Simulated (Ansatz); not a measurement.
The start is a relaxed Si2W cell, doubled along one cell vector, shaken by Gaussian noise of σ = 0.08 Å a coordinate. Cell shape, volume and atoms are optimised at zero target pressure with r2SCAN (plane waves to 500 eV, PAW, scalar-relativistic; Ansatz, a program for electronic structure). First-step values are on the input's coarse k-mesh.

Ansatz input (later rounds restart from its end on a renewed k-mesh):
Ansatz 0.2 input:
```yaml
crystal:
  lattice:
    - [6.721747465, 0, 0]
    - [0, 3.3608737325, 0]
    - [0, 0, 7.5961895839]
  atoms:
    - { symbol: Si, position: [-0.0090854966, 0.0192817814, -0.0004781644] }
    - { symbol: Si, position: [0.5119278085, 0.0297417336, -0.0029573206] }
    - { symbol: Si, position: [0.2497649994, 0.5200441666, 0.0128242603] }
    - { symbol: Si, position: [0.7508750484, 0.4995555253, 0.0123121493] }
    - { symbol: Si, position: [0.2570282135, -0.004152556, 0.3956841909] }
    - { symbol: Si, position: [0.7619259836, 0.0092799121, 0.3948635809] }
    - { symbol: Si, position: [-0.0006243005, 0.5302679418, 0.5938234844] }
    - { symbol: Si, position: [0.47746077, 0.4849568883, 0.5830993981] }
    - { symbol: W, position: [0.2368019277, -0.0042286195, 0.7532572607] }
    - { symbol: W, position: [0.7486154179, 0.049994189, 0.7495619001] }
    - { symbol: W, position: [0.0124497015, 0.5117471445, 0.2423706735] }
    - { symbol: W, position: [0.4889215381, 0.5069481251, 0.2583562225] }
basis: { ecutwfc: 500, ecutrho_ratio: 4, xc_grid: 4, fft_grid_basis: typed }
kpoints: { mp_grid: { grid: [4, 7, 3] } }
hamiltonian:
  xc: r2scan
  dispersion: none
  pseudopotentials: { kind: paw }
scf: { occupations: { method: fermi_dirac, width: 0.05 } }
relax: { f_tol: 0.01, max_steps: 100, cell: { stress_tol: 0.02 } }
output: { forces: true, stress: true }
```

- Initial pressure: +3 GPa (positive: the cell is compressed)
- Largest initial force: about 3.4 eV/Å, on W11 (atoms numbered as listed)
- Energy released: 0.10 eV/atom
- Relative to the parent: The parent structure is recovered, P4/nmm (No. 129)
- Band gap at the end: no gap (metallic)
- Optimiser moves: 8

Final values are on a 14×14×6 k-mesh of the relaxed cell. No spin polarisation in the result.

The relaxed structure here is a generated cell of Si2W: the first start was made by placing the elements on the sites of a structure type, and the end was not matched to a known phase here, so it may be hypothetical. Known forms of Si2W include space group No. 139.
